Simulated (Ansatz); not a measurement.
Cu (diamond, Fd-3m) under volume change, the program Ansatz at the PBE level (PAW), scaled uniformly.

```tsv
V (Å³/atom)	E − E(relaxed) (meV/atom)	P (GPa)
17.461	31.7	6.45
18.036	___	___
18.612	___	___
19.187	0.0	0.00
19.763	2.8	-1.50
20.339	10.5	-2.75
20.914	22.3	-3.80
```

Question: What belongs in the gaps?

Answer: 
- 18.612, E − E(relaxed) (meV/atom): 3.1
- 18.612, P (GPa): 1.79
- 18.036, E − E(relaxed) (meV/atom): 13.2
- 18.036, P (GPa): 3.91

Question: What does a third-order Birch–Murnaghan fit give for V₀, B₀ and B′?

Answer: V₀ = 19.19 Å³/atom, B₀ = 54.4 GPa, B′ = 4.9.

The start of the workflow was typed in or built on a structure type; neither database checked (COD, Materials Project) lists it. It is not the phase usual at ambient conditions (space group No. 225). Symmetry was held in the PBE relaxation; its stability against distortions is not shown here. The run is not spin-polarised.

Potentials: the later of the program's two PAW sets.
